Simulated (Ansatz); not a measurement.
C:
```yaml
crystal:
  lattice:
    - [0.00000, 1.61748, 1.61748]
    - [1.61748, 0.00000, 1.61748]
    - [1.61748, 1.61748, 0.00000]
  atoms:
    - { symbol: C, position: [0.00000, 0.00000, 0.00000] }
```

Relaxed with PBE+D3(BJ) in the plane-wave PAW code Ansatz. Indices refer to the conventional cell of Fm-3m, a = b = c = 3.2350 Å, α = β = γ = 90.00°.

Question: Simulate the powder diffraction pattern (Cu Kα, λ = 1.54184 Å; lines above 1 %) up to 2θ = 90°.

Answer: Simulated powder pattern, Cu Kα, λ = 1.54184 Å (kinematic, ideal powder, no thermal factors, no anomalous dispersion; the 30 strongest lines at most, above 1 %, up to 2θ = 90°):

| 2θ (°) | d (Å) | I/Imax (%) | hkl |
|---|---|---|---|
| 48.76 | 1.868 | 100 | (111) |
| 56.93 | 1.617 | 40 | (200) |
| 84.76 | 1.144 | 21 | (220) |

The start of the workflow was typed in or built on a structure type; neither database checked (COD, Materials Project) lists it. It is not the phase usual at ambient conditions (space group No. 194, 227). The cell was relaxed with PBE+D3(BJ) under the symmetry of its start; whether a distortion lowers the energy is not shown. The volume moved by -25 % from the start of the relaxation.

Potentials: the earlier of the program's two PAW sets.
